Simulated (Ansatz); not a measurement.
Starting cell, Cd (hcp, Mg type):

```
Cd
1.0
    3.01593     0.00000     0.00000
   -1.50796     2.61187     0.00000
    0.00000     0.00000     5.82164
Cd
2
Cartesian
  0.00000   1.74125   4.36623
  1.50796   0.87062   1.45541
```

In each cell atom 2 (Cd, nearest neighbour Cd at 3.016 Å; its periodic images, 3.0 Å or more away, move with it) moves by s·(0.707, 0.707, 0.000) (along Cartesian [110]), the rest being held.

Computed with PBE (plane waves to 420 eV, PAW, scalar-relativistic; Ansatz, a first-principles code). k mesh 14×14×7 (Γ-centred), Fermi-Dirac smearing 0.05 eV. E stands for the smeared free energy. With partly filled bands, energies and forces of such displacements shift with the k mesh and the smearing. On this mesh the relaxed cell isn't quite at rest: it carries a pressure of 0.2 GPa (compression positive) at the zero of the scan. Cd was relaxed with its symmetry unable to fall. The PAW data are Ansatz's earlier set. The relaxed volume of Cd is well above the measured one; the method has no dispersion term. The zero of ΔE is the undisplaced structure. The last digit holds for this mesh only.

```json
[
 {"s (Å)": "-0.600", "ΔE (meV/cell)": "19.33"},
 {"s (Å)": "-0.480", "ΔE (meV/cell)": "14.23"},
 {"s (Å)": "-0.360", "ΔE (meV/cell)": "withheld"},
 {"s (Å)": "-0.240", "ΔE (meV/cell)": "4.54"},
 {"s (Å)": "-0.120", "ΔE (meV/cell)": "1.25"},
 {"s (Å)": "0.000", "ΔE (meV/cell)": "0.00"},
 {"s (Å)": "0.120", "ΔE (meV/cell)": "1.43"},
 {"s (Å)": "0.240", "ΔE (meV/cell)": "5.95"},
 {"s (Å)": "0.360", "ΔE (meV/cell)": "13.73"},
 {"s (Å)": "0.480", "ΔE (meV/cell)": "24.72"},
 {"s (Å)": "0.600", "ΔE (meV/cell)": "38.67"}
]
```

Problem. Fit a polynomial form (powers 2, 3, 4) to the given rows and predict ΔE at s = -0.360.

Solution. Least squares on the 10 given rows: ΔE = (92.80)·s² + (45.40)·s³ + (-34.20)·s⁴, in meV/cell with s in Å; root-mean-square residual 0.139 meV/cell. At -0.360 the fit gives 9.33 meV/cell; the calculation gives 9.12 meV/cell, so the interpolation is off by 0.21 (+2.3 %). The quadratic term alone would give 12.03 meV/cell.

(A displaced cell: forces are minus the slopes of the energy, force constants its curvatures, and phonons follow from these.)
